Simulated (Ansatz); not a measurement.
Consider the following.

Relaxed PbS (rock salt):

```xyz
4
Lattice="0.0000 5.9745 5.9745 2.9872 2.9872 5.9745 2.9872 2.9872 0.0000" Properties=species:S:1:pos:R:3 pbc="T T T"
S      0.0000     0.0000     0.0000
S      2.9872     5.9745     2.9872
Pb     2.9872     2.9872     2.9872
Pb     2.9872     5.9745     5.9745
```

A phonon eigenvector at X = (0.5, 0.5, 0.0) is frozen into this cell: atom i moves by Q times the vector below, so Q is the largest atomic displacement, in Å. The cell is held. It is one choice among 2 degenerate patterns. (q is in reciprocal vectors of the primitive cell; the cell shown is doubled to hold the pattern.)

| atom | x | y | z |
|---|---|---|---|
| S1 | 0.000 | 0.244 | 0.000 |
| S2 | 0.000 | -0.244 | 0.000 |
| Pb3 | 0.000 | 1.000 | 0.000 |
| Pb4 | 0.000 | -1.000 | 0.000 |

These are r2SCAN (plane waves to 500 eV, PAW, scalar-relativistic; Ansatz, a first-principles code) values and carry that method's errors. k mesh 10×10×10 (Γ-centred), Fermi-Dirac smearing 0.05 eV. The energy includes the smearing's −TS. PbS was relaxed with its symmetry unable to fall. Spin-orbit coupling is left out, though Pb is heavy. ΔE is measured from the undisplaced structure.

The scan covers Q from -0.180 to 0.180 Å in 13 points.

**Question.** Is this a single well or a double well?

**Answer.** A single well with its minimum at or next to zero displacement.

**Question.** Which space group does the distorted structure have?

**Answer.** Cmcm (No. 63), lowered from Fm-3m.

**Question.** What is the energy change at Q = 0.180 Å?

**Answer.** 49.3 meV/cell.

**Question.** What harmonic wavenumber does the curvature at Q = 0 give?

**Answer.** 37 cm⁻¹.

(A displaced cell: forces are minus the slopes of the energy, force constants its curvatures, and phonons follow from these.)
